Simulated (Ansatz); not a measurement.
CuPO4 in space group P2_1/c (No. 14; Pearson symbol mP24), PBE in the plane-wave PAW code Ansatz, all energies at zero smearing, with the estimated change up to a 700 eV cutoff added, with one set of potentials and settings (totals compare only within such a set). Cell of 24 atoms (4 Cu, 4 P, 16 O): -38596.398 eV.

```
element                            reference phase  E (eV/atom)
-------  -----------------------------------------  -----------
Cu                      Fm-3m, 1 atoms in the cell   -6625.1757
P                        Cmce, 4 atoms in the cell    -755.6743
O        C2/m, 4 atoms in the cell, spin-polarised    -565.0000
```

Formation energy per atom, worked out: (-38596.398 − 4×(-6625.1757) − 4×(-755.6743) − 16×(-565.0000))/24 = -1.375 eV/atom (-133 kJ per mol of atoms), at 0 K, without zero-point energy or fitted corrections.

The workflow started from a Materials Project entry (that database holds measured and hypothetical structures alike); the Crystallography Open Database copy checked does not list it. Its standing as an ambient phase is unchecked. Symmetry was held in the PBE relaxation; whether a distortion lowers the energy is not shown. The run is not spin-polarised. No Hubbard U is applied. The references are the lowest solids computed at this level, not always the standard phases (solids in place of the gases).

Potentials: the later of the program's two PAW sets.
